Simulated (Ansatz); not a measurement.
Where the states of C lie

Space group P6_3/mmc (No. 194). a = 2.503 Å, b = 2.503 Å, c = 4.169 Å, α = 90.00°, β = 90.00°, γ = 120.00°
| atom | site | symmetry | x | y | z |
| --- | --- | --- | --- | --- | --- |
| C | 4f | 3m. | 0.3333 | 0.6667 | 0.0628 |

The runs use the primitive cell with vectors (2.503, 0.000, 0.000), (-1.252, 2.168, 0.000), (0.000, 0.000, 4.169) Å, to which the k mesh refers.

The cell is the one relaxed in the Materials Project (mp-47), not relaxed further here; entries there can be hypothetical.

Level of theory: DFT, PBE, all-electron LAPW, scalar-relativistic in Ansatz 0.2.0.

Sampling and basis: a Γ-centred 12×12×7 k mesh, Fermi–Dirac smearing of 0.01 eV, basis error target 1 meV/atom, no spin polarisation.

Q: Which of the resolved shells contributes most in the top eV of the valence band?

A: C 2p, with 99 % of all states there; C 2s follows with 1 %.

Q: Tabulate the density of states.

A: States per eV and cell, averaged over 0.4 eV, from -12.1 to 4.9 eV, with energies (bin centres) from the valence-band top; empty bins are left out. The partial columns, the largest 2 alone, are projections on Löwdin-orthogonalised atomic shells (those that the program's projection atoms carry: the occupied ones and, for some elements, an empty d or f shell; other empty shells have no column), summed over atoms of an element. Weights on diffuse s and p shells depend on that basis and aren't pure angular character.
```
E (eV)  total  C 2p  C 2s
 -12.0   0.99  0.64  0.35
 -11.6   0.90  0.59  0.31
 -11.2   0.72  0.49  0.23
 -10.8   0.59  0.41  0.18
 -10.4   0.64  0.46  0.17
 -10.0   0.80  0.62  0.18
  -9.6   1.06  0.86  0.20
  -9.2   0.93  0.76  0.17
  -8.8   0.85  0.70  0.15
  -8.4   0.87  0.73  0.14
  -8.0   1.12  0.95  0.17
  -7.6   1.08  0.95  0.13
  -7.2   1.02  0.91  0.11
  -6.8   1.08  0.97  0.11
  -6.4   1.37  1.25  0.11
  -6.0   1.36  1.25  0.11
  -5.6   1.49  1.38  0.11
  -5.2   1.58  1.48  0.09
  -4.8   1.55  1.47  0.08
  -4.4   2.10  2.02  0.07
  -4.0   1.57  1.51  0.05
  -3.6   1.31  1.27  0.04
  -3.2   1.06  1.03  0.03
  -2.8   0.77  0.75  0.02
  -2.4   0.60  0.58  0.01
  -2.0   0.46  0.45  0.01
  -1.6   0.36  0.35  0.00
  -1.2   0.25  0.25  0.00
  -0.8   0.16  0.16  0.00
  -0.4   0.07  0.07  0.00
   0.0   0.01  0.01  0.00
   3.6   0.01  0.01  0.00
   4.0   0.06  0.05  0.00
   4.4   0.09  0.07  0.00
   4.8   0.29  0.17  0.08
```
